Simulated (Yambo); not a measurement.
# Optical response of CdCl2 monolayer at -4 % uniaxial strain

```
CdCl2
1.0
    3.66302     0.00000     0.00000
   -1.83151     3.30445     0.00000
    0.00000     0.00000    15.90000
Cl Cd
2 1
Direct
  0.66813   0.33625   0.09263
  0.33187   0.66375   0.90737
  0.00000   0.00000   0.00000
```

Yambo, RPA with local fields on PBEsol bands; 18×18×1 mesh, 54 bands, 2 Ry local-field block, 0.2 eV broadening; field along y.

```tsv
E (eV)	Im α (Å)	Re α (Å)	Im α, independent particles
0.0	0.00	1.20	0.00
0.6	0.01	1.21	0.01
1.2	0.01	1.24	0.01
1.9	0.02	1.28	0.02
2.5	0.03	1.35	0.03
3.1	0.04	1.46	0.05
3.8	0.08	1.64	0.09
4.4	0.24	1.99	0.25
5.0	0.89	2.07	0.91
5.6	1.02	1.93	1.12
6.2	1.99	2.41	2.55
6.9	2.48	1.47	3.09
7.5	2.46	-0.15	2.96
8.1	1.26	-0.45	1.45
8.8	0.94	0.14	1.34
9.4	1.21	0.39	2.01
10.0	1.48	0.05	2.19
10.6	1.32	0.02	2.05
11.2	1.23	-0.28	1.57
11.9	1.05	-0.40	1.21
12.5	0.80	-0.41	0.92
13.1	0.88	-0.23	1.08
13.8	0.72	-0.43	0.78
14.4	0.64	-0.27	0.79
15.0	0.68	-0.37	0.71
15.6	0.59	-0.33	0.66
16.2	0.62	-0.39	0.61
16.9	0.48	-0.44	0.49
17.5	0.38	-0.38	0.37
18.1	0.33	-0.34	0.38
18.8	0.28	-0.26	0.32
19.4	0.32	-0.18	0.35
20.0	0.39	-0.21	0.29
```

α is the in-plane polarisability per area of the layer, a length; absorbance is 4πω Im α/c. Peak heights and small wiggles depend on the k mesh. Convergence of the RPA response with its 18×18×1 mesh was not tested. No excitonic effects at this level.

Spin-orbit coupling is not included.

Geometry strained from the cell relaxed with PBEsol, atoms relaxed again.

This is a model layer cut from the bulk structure; whether it is stable on its own was not checked.
